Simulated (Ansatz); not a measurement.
## Electric field gradients in Ge2Rh2Pb

All numbers below come from DFT PBE, scalar-relativistic, plane waves, PAW in Ansatz. Cutoff 420 eV, 12×12×12 k-points (Γ-centred), Fermi-Dirac smearing of 0.15 eV. No spin polarisation.

The cell, relaxed at this level:
```yaml
crystal:
  lattice:
    - [-2.17507, 2.17507, 4.97956]
    - [2.17507, -2.17507, 4.97956]
    - [2.17507, 2.17507, -4.97956]
  atoms:
    - { symbol: Ge, position: [0.63013, 0.63013, 0.00000] }
    - { symbol: Ge, position: [0.36987, 0.36987, 0.00000] }
    - { symbol: Rh, position: [0.25000, 0.75000, 0.50000] }
    - { symbol: Rh, position: [0.75000, 0.25000, 0.50000] }
    - { symbol: Pb, position: [0.00000, 0.00000, 0.00000] }
```

The cell was built by swapping an element in a database structure (itself possibly hypothetical) and relaxing; it need not be the stable form of this composition. In a metal these results depend on the k mesh and the smearing. Spin–orbit coupling is left out, which matters for gradients at heavy nuclei.

Give V_zz (10²¹ V/m²) and the asymmetry η at each distinct site.

Answers

```json
{"atom": "Ge (atom 1)", "V_zz": "-0.108", "η": "0.00"}
{"atom": "Rh (atom 3)", "V_zz": "0.490", "η": "0.00"}
{"atom": "Pb (atom 5)", "V_zz": "-1.73", "η": "0.00"}
```